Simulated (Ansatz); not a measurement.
One input, then a changed one: Rb (bcc type)

First run: DFT, PBE, PAW with Ansatz's default frozen-core files, scalar-relativistic (Ansatz 0.2.0).

Command: `ansatz run input.yaml --threads 1 --pin off --max-ram 2048MiB --backend cpu --events-out ev --progress --plain --runs-dir out` It took 3.4 s on 1 thread of Arm Neoverse V1 (shared host), peak memory 0.31 GiB.

```yaml
crystal:
  lattice:
    - [-2.6104928533, 2.6104928533, 2.6104928533]
    - [2.6104928533, -2.6104928533, 2.6104928533]
    - [2.6104928533, 2.6104928533, -2.6104928533]
  atoms:
    - { symbol: Rb, position: [0.0, 0.0, 0.0] }
kpoints:
  mp_grid: { grid: [10, 10, 10] }
  band_path:
    path:
      - [0.0, 0.0, 0.0]
      - [0.5, -0.5, 0.5]
      - [0.0, 0.0, 0.5]
      - [0.0, 0.0, 0.0]
      - [0.25, 0.25, 0.25]
      - [0.5, -0.5, 0.5]
      - [0.25, 0.25, 0.25]
      - [0.0, 0.0, 0.5]
    npoints: 8
scf:
  occupations: { method: fermi_dirac, width: 0.1 }
hamiltonian:
  xc: pbe
  pseudopotentials: { kind: paw }
output:
  forces: true
  stress: true
  eigenvalues: true
  populations: true
  dos: { projected: true, de: 0.2, e_range: [-14, 8] }
```

The base cell comes from a relaxation on PAW files under the same functional, and the cell shown is scaled from it.

This run: volume at 0.78 of the series' base cell.

It converges in 6 SCF iterations at a pressure of 1.09 GPa, cutoff 420 eV.

The input is then changed:

```diff
+  symmetry: { detect: false }
 kpoints:
 scf:
-  occupations: { method: fermi_dirac, width: 0.1 }
+  occupations: { method: gaussian, width: 0.01 }
 hamiltonian:
   pseudopotentials: { kind: paw }
+  dispersion: d3bj
 output:
   populations: true
-  dos: { projected: true, de: 0.2, e_range: [-14, 8] }
```

What does the second run give?

It converges in 6 SCF iterations at a pressure of 0.84 GPa, cutoff 420 eV. More than one line changes, and not each need have an effect.
